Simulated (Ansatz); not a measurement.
Bi₂Te₃:
```cif
data_Bi6Te9
_chemical_formula_sum 'Bi6 Te9'
_space_group_name_H-M_alt 'R-3m :H'
_space_group_IT_number 166
_space_group_name_Hall '-R 3 2"'
_cell_length_a 4.40157
_cell_length_b 4.40157
_cell_length_c 31.60238
_cell_angle_alpha 90.000
_cell_angle_beta 90.000
_cell_angle_gamma 120.000
loop_
_atom_site_label
_atom_site_type_symbol
_atom_site_symmetry_multiplicity
_atom_site_Wyckoff_symbol
_atom_site_fract_x
_atom_site_fract_y
_atom_site_fract_z
_atom_site_occupancy
Bi1 Bi 6 c 0.00000 0.00000 0.39800 1
Te1 Te 6 c 0.00000 0.00000 0.21455 1
Te2 Te 3 a 0.00000 0.00000 0.00000 1
```
(The calculation used a cell of 5 atoms; values per cell refer to that cell.)

Relaxed with r²SCAN+D4.

Question: Tabulate the valence density and the electron localisation function along the shortest Bi–Te contact (3.06 Å), the program Ansatz at the r²SCAN+D4 level (PAW).

Answer: 

```tsv
distance from Bi (Å)	density (e/Å³)	ELF
0.31	6.90	0.12
0.46	5.26	0.17
0.61	3.54	0.28
0.77	2.04	0.37
0.92	1.01	0.40
1.07	0.54	0.38
1.23	0.37	0.38
1.38	0.30	0.44
1.53	0.30	0.56
1.68	0.33	0.66
1.84	0.41	0.67
1.99	0.54	0.58
2.14	0.76	0.47
2.30	1.48	0.34
2.45	3.54	0.20
2.60	7.43	0.09
2.76	12.62	0.03
```

The density is the valence pseudo-density with augmentation charge, so density and ELF within about 1 Å of a nucleus are not all-electron values.

The r²SCAN+D4 relaxation kept the symmetry of its start. Spin–orbit coupling is left out wherever it is not named.

Potentials: the earlier of the program's two PAW sets.
